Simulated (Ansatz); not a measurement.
Relaxed-ion elastic tensor of AlNi (CsCl type, Pm-3m) in GPa (Voigt order), DFT-PBE in the program Ansatz with PAW potentials; density 5.87 g/cm³, 12.11 Å³ per atom.

```json
[
 {"": "1", "1": "205", "2": "136", "3": "136", "4": "0.0", "5": "0.0", "6": "0.0"},
 {"": "2", "1": "136", "2": "205", "3": "136", "4": "0.0", "5": "0.0", "6": "0.0"},
 {"": "3", "1": "136", "2": "136", "3": "205", "4": "0.0", "5": "0.0", "6": "0.0"},
 {"": "4", "1": "0.0", "2": "0.0", "3": "0.0", "4": "117", "5": "0.0", "6": "0.0"},
 {"": "5", "1": "0.0", "2": "0.0", "3": "0.0", "4": "0.0", "5": "117", "6": "0.0"},
 {"": "6", "1": "0.0", "2": "0.0", "3": "0.0", "4": "0.0", "5": "0.0", "6": "117"}
]
```

Is the crystal mechanically stable?

Yes: the smallest eigenvalue of C is 68.2 GPa.

Work out the Voigt, Reuss and Hill averages.

K_V = 159, K_R = 159, K_H = 159; G_V = 84.1, G_R = 59.3, G_H = 71.7 GPa.

Give Young's modulus, Poisson's ratio, Pugh's ratio and the universal anisotropy index.

E = 9KG/(3K + G) = 187 GPa; ν = 0.30; K/G = 2.22 (ductile by the Pugh limit of 1.75); A_U = 5G_V/G_R + K_V/K_R − 6 = 2.08.

Estimate the sound speeds and the Debye temperature.

v_l = √((K + 4G/3)/ρ) = 6590 m/s, v_t = √(G/ρ) = 3490 m/s, mean 3900 m/s; Θ = (h/k)(3n/4πV)^(1/3) v_m = 506 K.

Give the Zener ratio and Young's modulus along [100], [110] and [111].

A = 2C44/(C11 − C12) = 3.45; 1/E = S11 − 2(S11 − S12 − S44/2)Γ with Γ = 0, 1/4, 1/3 gives 95.4, 190, 283 GPa.

Solve the Christoffel equation for the three sound speeds along [100], [110], [111].

Eigenvalues of C_ijkl n_j n_l equal ρv². In km/s, slowest first: [100] 4.47, 4.47, 5.90; [110] 2.41, 4.47, 7.00; [111] 3.24, 3.24, 7.33.

The PBE relaxation kept the symmetry of its start; phonons on a q-mesh show no instability. The workflow began spin-polarised and lost its moments. As this level gives no gap, shear constants depend on the k-mesh and smearing (Fermi–Dirac, 0.1 eV here).

Potentials: the later of the program's two PAW sets.
